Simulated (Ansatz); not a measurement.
Values for one crystal, relaxed and computed with DFT-r²SCAN in the program Ansatz with PAW potentials; other levels are named.

| Item | Result |
|---|---|
| Volume per atom | 13.55 Å³ |
| Electronic character | metallic (no gap) |
| Bulk modulus (Birch–Murnaghan fit) | 3310 kbar |
| Gap with spin–orbit coupling | none (metallic) |
| Density of states at the Fermi level | 0.92 states/eV per atom (mean over ±0.08 eV) |
| Pressure derivative B′ | 4.8 |

Problem. Pick the material that matches.
(A) Sc, simple cubic
(B) Ru, P-3m1 (Ru on 2c, Ru on 2d, Ru on 2d, Ru on 2d)
(C) Sr, bcc (W type)
(D) Y, 9R (Sm type)

Solution. B, Ru, P-3m1 (Ru on 2c, Ru on 2d, Ru on 2d, Ru on 2d)

The start of the workflow was typed in or built on a structure type; neither database checked (COD, Materials Project) lists it. It is not the phase usual at ambient conditions (space group No. 194). The cell was relaxed with r²SCAN under the symmetry of its start; its stability against distortions is not shown here. No spin polarisation was allowed. Scalar-relativistic: spin–orbit coupling is off unless named, which matters more the heavier the elements.

Potentials: the later of the program's two PAW sets.
